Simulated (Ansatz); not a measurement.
Input:

AlCo:
```cif
data_AlCo
_chemical_formula_sum 'Co1 Al1'
_space_group_name_H-M_alt 'P 1'
_space_group_IT_number 1
_cell_length_a 3.34612
_cell_length_b 3.34612
_cell_length_c 3.34612
_cell_angle_alpha 60.000
_cell_angle_beta 60.000
_cell_angle_gamma 60.000
loop_
_space_group_symop_operation_xyz
  'x, y, z'
loop_
_atom_site_label
_atom_site_type_symbol
_atom_site_fract_x
_atom_site_fract_y
_atom_site_fract_z
_atom_site_occupancy
Co1 Co 0.00000 0.00000 0.00000 1
Al1 Al 0.50000 0.50000 0.50000 1
```

This is the PBEsol-relaxed structure.

All from PBEsol (plane waves, PAW; program Ansatz), unless another level is named. Give the bulk modulus (Birch–Murnaghan fit).

132 GPa.

And the elastic constants (relaxed ions, GPa)?

C11 = 302, C12 = 46.1, C44 = -87.9.

And the highest zone-centre frequency?

333 cm⁻¹.

Space group Fm-3m (rock salt). The start of the workflow was typed in or built on a structure type; neither database checked (COD, Materials Project) lists it. Its standing as an ambient phase is unchecked. The cell was relaxed with PBEsol under the symmetry of its start. At this level the phase is mechanically unstable. The workflow began spin-polarised and lost its moments. Its formation energy is positive at this level, so the cell may be metastable or incomplete. As this level gives no gap, shear constants depend on the k-mesh and smearing (Fermi–Dirac, 0.1 eV here). As this level gives no gap, phonon frequencies hold no LO–TO term and depend on the k-mesh and smearing (Fermi–Dirac, 0.1 eV here). On the denser mesh and wider smearing of the elastic run this cell carries a stress of 0.3 GPa.

Potentials: the later of the program's two PAW sets.
